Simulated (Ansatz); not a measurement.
A geometry of NbP away from equilibrium: the start of the relaxation of a relaxed NbP cell displaced along its unstable phonon at q = (0, ½, 0) of its primitive reciprocal cell (52i cm⁻¹), largest move 0.15 Å. All values below come from PBE (plane waves to 420 eV, PAW, scalar-relativistic; Ansatz, a first-principles code). Γ-centred k-mesh 10×4×8 on the run's cell (coarser than for final values), Fermi–Dirac smearing 0.05 eV.

```xyz
8
Lattice="3.5828 0.0000 0.0000 0.0000 9.7601 0.0000 -1.7870 0.0000 4.2731" Properties=species:S:1:pos:R:3 pbc="T T T"
Nb     1.7940     1.2446     2.6712
Nb     1.7940     6.0755     2.6868
Nb     0.0011     3.6613     1.4441
Nb     0.0024     8.5389     1.7441
P      0.0025     1.1674     0.9959
P      0.0026     6.1528     1.0104
P      1.7923     3.6573     3.1305
P      1.7941     8.5429     3.4093
```

Task: Which atoms carry the largest force, and which way does it point?

Result: 0.11 eV/Å, on Nb3 (atoms numbered as listed); on Nb3 its components are (0.01, 0.01, -0.11).

Task: What is the pressure?

Result: -0.3 GPa, compression positive.

Task: How much energy per atom can still be gained by relaxing?

Result: 0.01 eV/atom; the path ends in Amm2 (No. 38).

No spin polarisation in the result.

The end of the path is a generated cell of NbP: the first start was made by placing the elements on the sites of a structure type, and the end was not matched to a known phase here, so it may be hypothetical.
